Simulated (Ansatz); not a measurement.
## HfN under pressure

These are results of DFT LDA, scalar-relativistic, plane waves, PAW in Ansatz, not measurements. Plane waves to 420 eV; Γ-centred k mesh 16×16×16; Fermi-Dirac smearing of 0.15 eV. No spin polarisation. Phonons by linear response, acoustic sum rule imposed.

Relaxed structure:
```yaml
crystal:
  lattice:
    - [0.00000, 2.23437, 2.23437]
    - [2.23437, 0.00000, 2.23437]
    - [2.23437, 2.23437, 0.00000]
  atoms:
    - { symbol: Hf, position: [0.00000, 0.00000, 0.00000] }
    - { symbol: N, position: [0.50000, 0.50000, 0.50000] }
```

In a metal, frequencies and elastic constants depend on the k mesh and the smearing, soft modes and shear constants most. Spin–orbit coupling is left out, which matters for heavy elements.

Question: The cell is relaxed again at -1 and 3 and 4 and 6 and 8 and 12 and 15 and 16 and 25 and 30 and 50 GPa. How do volume, gap and optical modes at Γ (cm⁻¹, counted from the lowest optical one; a degenerate one stands once) change?

Answer:
|  | 0 GPa | -1 GPa | 3 GPa | 4 GPa | 6 GPa | 8 GPa | 12 GPa | 15 GPa | 16 GPa | 25 GPa | 30 GPa | 50 GPa |
| --- | --- | --- | --- | --- | --- | --- | --- | --- | --- | --- | --- | --- |
| V/V0 | 1.000 | 1.003 | 0.990 | 0.987 | 0.981 | 0.975 | 0.964 | 0.956 | 0.953 | 0.931 | 0.920 | 0.881 |
| gap (eV) | 0.00 | 0.00 | 0.00 | 0.00 | 0.00 | 0.00 | 0.00 | 0.00 | 0.00 | 0.00 | 0.00 | 0.00 |
| mode 1 | 514 | 511 | 524 | 527 | 533 | 539 | 550 | 559 | 562 | 585 | 597 | 641 |

Cost: 12 runs of about 8.8 core-minutes in all, on Arm Neoverse V2, Intel Xeon Processor @ 2.50GHz (Skylake/Cascade Lake), Intel Xeon 6975P-C (Granite Rapids) and other processors (shared hosts).